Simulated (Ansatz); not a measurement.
In5CuTe8:
```xyz
14
Lattice="4.4219 6.2592 0.0000 -4.4219 6.2592 0.0000 -0.0102 0.0000 8.8442" Properties=species:S:1:pos:R:3 pbc="T T T"
In     0.0000     6.1293     0.0000
In    -0.0051     0.1216     4.4221
In    -0.0051     6.2536     4.4221
In    -2.1100     3.1275     2.1349
In     2.0998     3.1275     6.7093
Cu     0.0000     0.0118     0.0000
Te     2.3763     4.6814     0.1714
Te    -2.3865     4.6814     8.6728
Te    -2.2343     4.5409     4.6278
Te     2.2241     4.5409     4.2164
Te    -0.2179     1.5857     6.7895
Te     0.2077     1.5857     2.0548
Te    -0.1861     7.9725     2.1902
Te     0.1759     7.9725     6.6540
```

Relaxed with r²SCAN. Special points in fractions of this cell's reciprocal vectors: Γ (0.000, 0.000, 0.000); Y (0.500, 0.500, 0.000); M (0.500, 0.500, 0.500); A (0.000, 0.000, 0.500); L2 (0.000, 0.500, 0.500); V2 (0.000, 0.500, 0.000).

Task: List the band energies nearest the valence-band maximum at these points for r²SCAN in the plane-wave PAW code Ansatz.

Result: In eV from the valence-band maximum; about four levels below and three above (degenerate sets whole), none deeper than 8.9 eV; points with the same levels are listed once.

| k | below | above |
|---|---|---|
| Γ | -0.92 -0.09 -0.09 0.00 | 0.53 1.12 1.28 |
| Y | -0.97 -0.58 -0.58 -0.35 | 0.68 1.28 1.28 |
| M | -1.14 -0.72 -0.56 -0.54 | 1.48 1.63 1.77 |
| A | -1.02 -0.78 -0.40 -0.03 | 1.62 1.75 1.80 |
| L2 | -1.23 -0.91 -0.73 -0.40 | 1.96 2.16 2.20 |
| V2 | -1.11 -0.73 -0.27 -0.22 | 1.28 1.48 1.71 |

Space group C2. The workflow started from a Materials Project entry (that database holds measured and hypothetical structures alike); the Crystallography Open Database copy checked does not list it. Its standing as an ambient phase is unchecked. Symmetry was held in the r²SCAN relaxation; whether a distortion lowers the energy is not shown. No spin polarisation was allowed. Spin–orbit coupling is left out wherever it is not named.

Potentials: the later of the program's two PAW sets.
